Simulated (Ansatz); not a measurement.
One crystal and one scan (energy against volume) at two levels, PBE (plane waves to 420 eV, PAW, scalar-relativistic; Ansatz, a quantum-chemistry and plane-wave program) and r2SCAN (plane waves to 500 eV, PAW, scalar-relativistic; Ansatz), each from its own relaxed cell and on its own mesh.

The crystal is SiC (4H type, space group P6_3mc); the cell is scaled evenly about its relaxed volume V₀.

Energies are smeared free energies. SiC was relaxed with its symmetry unable to fall. With the shape held, the modulus is that of even scaling; a crystal free to change shape is softer. Both scans cover V/V₀ from 0.940 to 1.060.

```
quantity                                                                     run 1  run 2
---------------------------------------------------------------------------  -----  -----
Lattice constant a (Å)                                                       3.078  3.094
Lattice constant c (Å)                                                       10.08  10.13
Relaxed volume (Å³/atom)                                                     10.33  10.50
Pressure at the smallest volume (GPa)                                         15.9   14.9
Energy cost of the largest compression (meV/atom)                             29.2   27.8
Energy cost of the largest expansion (meV/atom)                               24.0   22.8
Bulk modulus at fixed cell shape B₀ (third-order Birch-Murnaghan fit) (GPa)  227.6  213.1
Pressure for 5 % compression (fit) (GPa)                                      12.9   12.1
```

### Question
Which run is which level?

### Answer
Run 2 is PBE, run 1 is r2SCAN. PBE gives the higher value for: lattice constant a; lattice constant c; relaxed volume. PBE gives the lower value for: pressure at the smallest volume; energy cost of the largest compression; energy cost of the largest expansion; bulk modulus at fixed cell shape B₀; pressure for 5 % compression. Neither level is exact: the differences show how much the result hangs on the functional.

(Under strain, the slope of the energy per volume gives the stress and its curvature an elastic modulus.)
